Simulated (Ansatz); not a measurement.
LiGeN in space group P6_3mc (No. 186; Li on 2b, Ge on 2a, N on 2b) under volume change, PBE in the plane-wave PAW code Ansatz, shape and atoms relaxed at each volume.

| V (Å³/atom) | E − E(relaxed) (meV/atom) | P (GPa) |
|---|---|---|
| 11.266 | 24.7 | 7.77 |
| 11.637 | ___ | ___ |
| 12.009 | ___ | ___ |
| 12.380 | 0.0 | 0.00 |
| 12.751 | 2.1 | -1.78 |
| 13.123 | 8.0 | -3.21 |
| 13.494 | 16.7 | -4.32 |

What belongs in the gaps?


- 11.637, E − E(relaxed) (meV/atom): 10.3
- 11.637, P (GPa): 4.74
- 12.009, E − E(relaxed) (meV/atom): 2.4
- 12.009, P (GPa): 2.15

What does a third-order Birch–Murnaghan fit give for V₀, B₀ and B′?

V₀ = 12.38 Å³/atom, B₀ = 64.0 GPa, B′ = 5.4.

The workflow started from a Materials Project entry (that database holds measured and hypothetical structures alike); the Crystallography Open Database copy checked does not list it. Its standing as an ambient phase is unchecked. The PBE relaxation kept the symmetry of its start; whether a distortion lowers the energy is not shown. Spin–orbit coupling is left out wherever it is not named.

Potentials: the later of the program's two PAW sets.
